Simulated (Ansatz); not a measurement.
BAs:
Space group P6₂22 (No. 180); a = 3.4290 Å, b = 3.4290 Å, c = 7.4026 Å, α = 90.00°, β = 90.00°, γ = 120.00°

```tsv
atom	site	symmetry	x	y	z
B	3d	222	0.5000	0.0000	0.5000
As	3c	222	0.5000	0.0000	0.0000
```

Relaxed with PBEsol.

Q: Decompose the optical modes at the zone centre into irreducible representations, and say which are infrared and Raman allowed.

A: Point group 622: Γ_opt = A2 + 2B1 + 2B2 + 3E1 + 2E2. Infrared: A2, E1. Raman: E1, E2.

Q: Assign frequencies (DFPT, plane-wave PAW PBEsol (Ansatz code); without the LO–TO term).

A: B1 170, B2 170, E1 174, E2 268, B1 419, E1 499, A2 615, E2 633, E1 660, B2 664 cm⁻¹.

Subscripts of B labels follow the axes of the standard setting.

Space group P6_222. The start of the workflow was typed in or built on a structure type; neither database checked (COD, Materials Project) lists it. It is not the phase usual at ambient conditions (space group No. 216). The PBEsol relaxation kept the symmetry of its start; whether a distortion lowers the energy is not shown. Its formation energy is positive at this level, so the cell may be metastable or incomplete.

Potentials: the earlier of the program's two PAW sets. The files were generated under PBE; for other functionals the program regenerates the frozen cores, and for LDA and PBEsol the local potential too.
